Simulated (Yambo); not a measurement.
BaTiO3 (cubic perovskite, space group Pm-3m, No. 221), G0W0@PBEsol in Yambo with this input:

```
rim_cut
gw0
dyson
el_el_corr
HF_and_locXC
ppa
em1d
RandQpts= 1000000
RandGvec= 1 Ry
EXXRLvcs= 84 Ry
VXCRLvcs= 336 Ry
Chimod= "HARTREE"
% BndsRnXp
 2 | 125 |
%
NGsBlkXp= 8 Ry
% LongDrXp
 1.0 | 1.0 | 1.0 |
%
PPAPntXp= 27.2114 eV
% GbndRnge
 1 | 125 |
%
GTermKind= "BG"
DysSolver= "n"
ExtendOut
```

On a 4×4×4 mesh, with wavefunctions cut at 84 Ry, the gap (R → Γ) is 3.214 eV and the valence edge shifts by -0.288 eV.

Question: What happens with this change: 62 bands in W?

Answer: The gap rises by 0.035 eV, to 3.249 eV; the shift of the valence edge becomes -0.149 eV. Neither run is shown to be the converged limit.

Geometry of the Materials Project entry, not relaxed at this level; primitive cell a = b = c = 4.008 Å, α = β = γ = 90.00°.

This is not the ordinary phase of the substance.

A shift is the quasiparticle energy of the state minus its PBEsol energy.
